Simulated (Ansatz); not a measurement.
# PIr: relaxation of cell and atoms

The calculation used Ansatz 0.2.0, DFT, PBE, PAW with Ansatz's default frozen-core files, scalar-relativistic.

Command: `ansatz run input.yaml --threads 1 --pin off --max-ram 2048MiB --backend cpu --events-out ev --progress --plain --runs-dir out` The run took about 13 s on 1 thread of a shared machine.

```yaml
crystal:
  lattice:
    - [0.0, 2.3690179898, 2.3690179898]
    - [2.3690179898, 0.0, 2.3690179898]
    - [2.3690179898, 2.3690179898, 0.0]
  atoms:
    - { symbol: Ir, position: [0.0, 0.0, 0.0] }
    - { symbol: P, position: [0.5, 0.5, 0.5] }
kpoints:
  mp_grid: { grid: [13, 13, 13] }
scf:
  occupations: { method: fermi_dirac, width: 0.05 }
hamiltonian:
  xc: pbe
  pseudopotentials: { kind: paw }
output:
  forces: true
  stress: true
relax:
  f_tol: 0.005
  max_steps: 80
  cell: {}
```

Spin–orbit coupling is left out, though it moves levels of the heavy atoms by tenths of an eV or more.

The cell is built from the rocksalt type as a first guess.

The cutoff is 420 eV; energies and pressures of the walk include the program's estimate of the Pulay term.

Each frame lists the cell vectors (Å), then Cartesian positions (Å); symmetry keeps all forces zero. Free energies count from the first step, -12690.4909 eV.

The walk took 7 evaluations in all; steps that aren't listed are left out.

Step 1: E = 0.0 meV, P = 32.66 GPa

```
cell 0.0000 2.3690 2.3690 2.3690 0.0000 2.3690 2.3690 2.3690 0.0000
Ir    0.0000    0.0000    0.0000
P     2.3690    2.3690    2.3690
```

Step 2: E = -302.4 meV, P = -1.72 GPa

```
cell 0.0000 2.4715 2.4715 2.4715 0.0000 2.4715 2.4715 2.4715 0.0000
Ir    0.0000    0.0000    0.0000
P     2.4715    2.4715    2.4715
```

Task: How does the relaxation end?

Result: It converges, with a = 4.930 Å, b = 4.930 Å, c = 4.930 Å, α = 90.00°, β = 90.00°, γ = 90.00° (conventional cell, space group Fm-3m). The last solve (on a basis chosen afresh for the final cell, so its energy is not quite comparable) gives E = -305.3 meV, P = 0.00 GPa:
```
cell 0.0000 2.4648 2.4648 2.4648 0.0000 2.4648 2.4648 2.4648 0.0000
Ir    0.0000    0.0000    0.0000
P     2.4648    2.4648    2.4648
```
